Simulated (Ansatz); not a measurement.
FeNi:
Space group P4/mmm (No. 123); a = b = 2.468 Å, c = 3.533 Å, α = β = γ = 90.00°

```json
[
 {"atom": "Fe", "site": "1a", "symmetry": "4/mmm", "x": "0.0000", "y": "0.0000", "z": "0.0000"},
 {"atom": "Ni", "site": "1d", "symmetry": "4/mmm", "x": "0.5000", "y": "0.5000", "z": "0.5000"}
]
```
The run is spin-polarised.

Relaxed at zero pressure with PBEsol in the plane-wave PAW code Ansatz.

The volume is raised by 9 % and shape and atoms relax at that volume. What pressure results, and how do the axes share the change?

-15.0 GPa; a 3.2 %, b 3.2 %, c 2.4 %; the energy rises by 49 meV/atom.

Give the new structure.


Space group P4/mmm (No. 123); a = 2.5462 Å, b = 2.5462 Å, c = 3.6192 Å, α = 90.00°, β = 90.00°, γ = 90.00°

```json
[
 {"atom": "Fe", "site": "1a", "symmetry": "4/mmm", "x": "0.0000", "y": "0.0000", "z": "0.0000"},
 {"atom": "Ni", "site": "1d", "symmetry": "4/mmm", "x": "0.5000", "y": "0.5000", "z": "0.5000"}
]
```

The phase is kept; no other phase was compared at this pressure.

The first step of the workflow began from a Materials Project structure, measured or hypothetical; the Crystallography Open Database files this formula in space group No. 123, but the cells were not matched. Whether it is the stable phase at ambient conditions was not checked. The PBEsol relaxation kept the symmetry of its start; its stability against distortions is not shown here. The final state is ferromagnetic, chosen from 5 collinear starts compared on coarse meshes (ties went to the first, and starts can fall back to one state), not a proven ground state. Axis ratios of metals converge slowly with the k-mesh, so a and c are less sure than the volume.

Potentials: the earlier of the program's two PAW sets. The files were generated under PBE; for other functionals the program regenerates the frozen cores, and for LDA and PBEsol the local potential too.
